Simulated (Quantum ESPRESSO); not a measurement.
## Different elements on one site among Hf Li Sn Y

These are calculations, not measurements. They come from Quantum ESPRESSO 7.5, a public plane-wave density functional program. Each row is one single-point run on a made-up periodic cell of eight metal atoms, with elements, volume, strain and displacements drawn at random and not relaxed, so a cell may be unstable or far from any real phase. There is no spin polarisation or spin-orbit coupling.

Settings: PBE unless stated; PseudoDojo standard norm-conserving files; Fermi-Dirac width 0.25 eV, which means electrons at about 2900 K; cutoff 1088 eV; 5 x 5 x 4 k mesh shifted half a step off Gamma. E is the free energy of the whole cell (internal energy minus TS), so a -TS column is already part of it. Stress is positive in tension, and the pressure P is minus a third of its trace.

Checks: one run of this series was repeated at a higher cutoff and on a denser mesh, which moved values by no more than 0.002 eV, 0.02 GPa and 0.003 eV/Å, and a second program with other atomic files agreed on it to 2 % rms in force and 0.5 GPa in pressure. Known limits: the tin pseudopotential is less sure than most, with forces differing by about three percent from a second method on plain tin; heavy elements are run without spin-orbit coupling, which real alloys of them have; a spin test at this wide smearing found no moment, but such smearing suppresses magnetism that the real alloy may have.

The lattice is hexagonal close-packed, and the cell vectors in Å are (4.859, -2.866, 0.024); (-3.243, 0.040, -5.374); (3.191, 5.647, -0.010), a volume of 196.24 Å³. The elements on sites 1 to 8 are Sn Hf Hf Li Y Hf X Y. The runs change X and keep the cell and the displaced positions. The column v is a rough volume for each atom of the pure element, close to PBE values, from general knowledge and not from these runs. Energies are left out, as each element's file has its own zero.

| run | X | v (Å³) | -TS (eV) | force on X (eV/Å) | rms force (eV/Å) | P (GPa) |
|---|---|---|---|---|---|---|
| 1 | Sn | 27.9 | -1.641 | 0.530 | 0.260 | -0.86 |
| 2 | Ga | 19.0 | -1.703 | 0.299 | 0.235 | -2.88 |
| 3 | In | 27.5 | -1.690 | 0.526 | 0.263 | -0.73 |
| 4 | Li | 20.3 | ? | ? | ? | ? |
| 5 | Ta | 18.3 | -1.917 | 0.514 | 0.335 | -3.39 |

## Worked fit

A straight line through the runs shown gives P = -8.0 + 0.259 v GPa with v in Å³, an error of 0.022 on the slope and a scatter of 0.20 GPa. At this fixed volume the pressure tends to rise with the size of X.

## Withheld run

Question: what pressure should run 4, with Li, give?

The fit gives -2.74 ± 0.23 GPa. The calculation gave -1.63 GPa. This run lies off the fit by more than twice that error, so something that the fit leaves out matters here.
